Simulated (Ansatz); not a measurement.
LuHg (CsCl type, Pm-3m) at seven volumes, r²SCAN (plane waves, PAW; program Ansatz), scaled uniformly. One row is withheld.

```json
[
 {"V (Å³/atom)": "21.533", "P (GPa)": "9.62"},
 {"V (Å³/atom)": "22.243", "P (GPa)": "5.85"},
 {"V (Å³/atom)": "22.953", "P (GPa)": "2.67"},
 {"V (Å³/atom)": "23.663", "P (GPa)": "0.00"},
 {"V (Å³/atom)": "24.373", "P (GPa)": "?"},
 {"V (Å³/atom)": "25.082", "P (GPa)": "-4.14"},
 {"V (Å³/atom)": "25.792", "P (GPa)": "-5.73"}
]
```

Task: Fit the shown pressures and predict the withheld one.

Result: Third-order Birch–Murnaghan: P = (3/2)B₀(x^(7/2) − x^(5/2))[1 + (3/4)(B′ − 4)(x − 1)] with x = (V₀/V)^(2/3). Least squares on the six rows gives V₀ = 23.663 Å³/atom, B₀ = 81.54 GPa, B′ = 4.73. At V = 24.373, x = 0.9805 and P = -2.25 GPa. The run itself gave -2.25 GPa.

The workflow started from an entry of the Crystallography Open Database (COD). Whether it is the stable phase at ambient conditions was not checked. Symmetry was held in the r²SCAN relaxation; its stability against distortions is not shown here. Scalar-relativistic: spin–orbit coupling is off unless named, which matters more the heavier the elements.

Potentials: the later of the program's two PAW sets.
